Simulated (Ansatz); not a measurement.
PbS (rock salt)

```
PbS
1.0
    0.00000     5.90268     5.90268
    2.95134     0.00000     2.95134
    2.95134     2.95134     0.00000
S Pb
2 2
Direct
  0.00000   0.00000   0.00000
  0.50000   0.00000   0.00000
  0.25000   0.50000   0.50000
  0.75000   0.50000   0.50000
```

Scan: atom 2 (S, nearest neighbour Pb at 2.951 Å; its periodic images, 4.2 Å or more away, move with it) is displaced along Cartesian [111], direction (0.577, 0.577, 0.577) in Cartesian axes, by s. The other atoms stay.

Level of theory: PBEsol (plane waves to 420 eV, PAW, scalar-relativistic; Ansatz, a program for electronic structure). k mesh 4×8×8 (Γ-centred), Fermi-Dirac smearing 0.05 eV. Energies are smeared free energies. PbS was relaxed with its symmetry unable to fall. Spin-orbit coupling is left out, though Pb is heavy. ΔE is measured from the undisplaced structure.

```json
[
 {"s (Å)": "-0.590", "ΔE (meV/cell)": "484"},
 {"s (Å)": "-0.472", "ΔE (meV/cell)": "306"},
 {"s (Å)": "-0.354", "ΔE (meV/cell)": "169"},
 {"s (Å)": "-0.236", "ΔE (meV/cell)": "74"},
 {"s (Å)": "-0.118", "ΔE (meV/cell)": "18"},
 {"s (Å)": "0.000", "ΔE (meV/cell)": "0"},
 {"s (Å)": "0.118", "ΔE (meV/cell)": "18"},
 {"s (Å)": "0.236", "ΔE (meV/cell)": "74"},
 {"s (Å)": "0.354", "ΔE (meV/cell)": "169"},
 {"s (Å)": "0.472", "ΔE (meV/cell)": "306"},
 {"s (Å)": "0.590", "ΔE (meV/cell)": "484"}
]
```

### Question
What force constant k = d²E/ds² at s = 0 does the table give?

### Answer
2.6 eV/Å². It is the second difference of the nearest points, corrected with the next pair.

### Question
With k = 2.60 eV/Å² from the forces, is the well harmonic out to s = 0.590 Å?

### Answer
½ks² = 452 meV/cell against the computed 484 meV/cell, so the well is stiffer than harmonic there.

(For displaced atoms, the force is minus the slope of the energy, and its curvature is a force constant, which sets phonon frequencies.)
